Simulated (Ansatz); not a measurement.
Input:

LiF:
```
LiF
1.0
    0.00000     2.00407     2.00407
    2.00407     0.00000     2.00407
    2.00407     2.00407     0.00000
Li F
1 1
Direct
  0.00000   0.00000   0.00000
  0.50000   0.50000   0.50000
```

This is the PBEsol-relaxed structure.

**Question.** All from PBEsol (plane waves, PAW; program Ansatz), unless another level is named. Give the band gap.

**Answer.** 9.05 eV (smallest direct gap 9.05 eV).

**Question.** What about the HSE06 gap on the PBEsol cell?

**Answer.** 11.54 eV.

**Question.** What about the conduction-band minimum?

**Answer.** at Γ.

**Question.** What about the valence-band maximum?

**Answer.** on the K–Γ line, 83 % of the way from K.

Space group Fm-3m (rock salt). Symmetry was held in the PBEsol relaxation.

Potentials: the later of the program's two PAW sets.
